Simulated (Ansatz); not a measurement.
MoTe₂ (space group P2_1/m)

```
CELL_PARAMETERS angstrom
      6.29211     0.00000     0.00000
      0.00000     3.43888     0.00000
     -0.88906     0.00000    13.33711
ATOMIC_POSITIONS crystal
  Te 0.55718 0.25000 0.34749
  Te 0.44282 0.75000 0.65251
  Te 0.58705 0.75000 0.10480
  Te 0.41295 0.25000 0.89520
  Te 0.09494 0.25000 0.15307
  Te 0.90506 0.75000 0.84693
  Mo 0.32002 0.25000 0.50661
  Mo 0.67998 0.75000 0.49339
  Te 0.05545 0.75000 0.39487
  Te 0.94455 0.25000 0.60513
  Mo 0.18171 0.75000 0.00789
  Mo 0.81829 0.25000 0.99211
```

A phonon eigenvector at Γ is frozen into this cell: atom i moves by Q times the vector below, so Q is the largest atomic displacement, in Å. The cell is held.

```csv
atom,x,y,z
Te1,-0.001,0.000,0.003
Te2,-0.001,0.000,0.003
Te3,0.599,0.000,-0.141
Te4,0.599,0.000,-0.141
Te5,0.155,0.000,0.084
Te6,0.155,0.000,0.084
Mo7,-0.004,0.000,0.004
Mo8,-0.004,0.000,0.004
Te9,0.000,0.000,-0.007
Te10,0.000,0.000,-0.007
Mo11,-0.997,0.000,0.078
Mo12,-0.997,0.000,0.078
```

Method: LDA (plane waves to 420 eV, PAW, scalar-relativistic; Ansatz, a program for electronic structure). k mesh 6×11×3 (Γ-centred), Fermi-Dirac smearing 0.05 eV. Energies are smeared free energies. Stress and pressure are positive under compression. With partly filled bands, energies and forces of such displacements shift with the k mesh and the smearing. MoTe2 is run without spin polarisation. MoTe2 was relaxed with its symmetry unable to fall. Spin-orbit coupling is left out, though Te is heavy. The zero of ΔE is the undisplaced structure.

```
Q (Å)   ΔE (meV/cell)  P (GPa)  −dE/dQ from forces (eV/Å)
------  -------------  -------  -------------------------
-0.180            781      1.4                      8.817
-0.150            540      0.9                      7.284
-0.120            344      0.6                      5.778
-0.090            193      0.3                      4.301
-0.060             85      0.1                      2.851
-0.030             21      0.0                      1.421
0.000               0      0.0                      0.000
0.030              21      0.0                     -1.421
0.060              85      0.1                     -2.851
0.090             193      0.3                     -4.301
0.120             344      0.6                     -5.778
0.150             540      0.9                     -7.284
0.180             781      1.4                     -8.817
```

Summary:

| Item | Value |
|---|---|
| Energy at Q = 0.180 Å | 781 meV/cell |
| Space group of the distorted cell | Pm (No. 6), lowered from P2_1/m |
| Symmetry of the curve | even: the same for both signs |
| Shape of the curve | a single well with its minimum at or next to zero displacement |
| Harmonic wavenumber from the curvature (finite differences) | 208 cm⁻¹ |
| Wavenumber by perturbation theory (DFPT, on another k mesh) | 208 cm⁻¹ |

(A displaced cell: forces are minus the slopes of the energy, force constants its curvatures, and phonons follow from these.)
